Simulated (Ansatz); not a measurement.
The elements of this relaxed trial crystal are hidden behind letters.

```
lattice vectors (Å)
   3.5776    0.0000    0.0000
  -1.7888    3.0983    0.0000
   0.0000    0.0000   18.2227
fractional positions
X 0.3333 0.6667 0.6549
X 0.6667 0.3333 0.8484
Z 0.3333 0.6667 0.0224
Z 0.3333 0.6667 0.3283
Z 0.6667 0.3333 0.1754
Z 0.6667 0.3333 0.4807
Q 0.3333 0.6667 0.1382
Q 0.3333 0.6667 0.4440
Q 0.3333 0.6667 0.7883
Q 0.6667 0.3333 0.2910
Q 0.6667 0.3333 0.5953
Q 0.6667 0.3333 0.9851
```

Computed with DFT PBE, scalar-relativistic, plane waves, PAW (Ansatz 0.2.0). The final run on the 12-atom cell used 420 eV, a Γ-centred 12×12×2 mesh, 0.01 eV smearing and no spin polarisation.

- Space group: P3m1 (No. 156)
- Conventional cell: a = 3.578 Å, c = 18.223 Å
- Volume per atom: 16.83 Å³
- Density: 4.49 g/cm³
- Formation energy: +0.024 eV/atom
- Gap on the 12×12×2 mesh of the 12-atom cell: 0.09 eV

Energies are uncorrected and count from the elements' standard states at the same level.

Question: X is a p-block element of period 3, Z is a p-block element of period 2 and Q is a p-block element of period 4. Which elements are they?

Answer: X = Al, Z = B, Q = As, so the formula is AlB2As3. Density times volume gives a mean mass of 4.49 × 16.83/1.6605 = 45.5 u per atom, and this set has 45.6 u. Al on its first site has 4 As at 2.33–2.43 Å; around B on its first site lie 4 As at 2.11–2.17 Å; As on its first site is surrounded by 4 B at 2.11–2.17 Å; 9 more sites not described. Other sets within the hints have nearly the same mass, so mass alone doesn't settle it; this one was computed.

Kohn–Sham gaps at this level usually fall short of measured ones. A structure relaxed within its symmetry needn't be a true minimum. Another cell of AlB2As3 relaxed alike, in I-4m2, lies 27 meV/atom lower, so this cell isn't the stable form at this level.
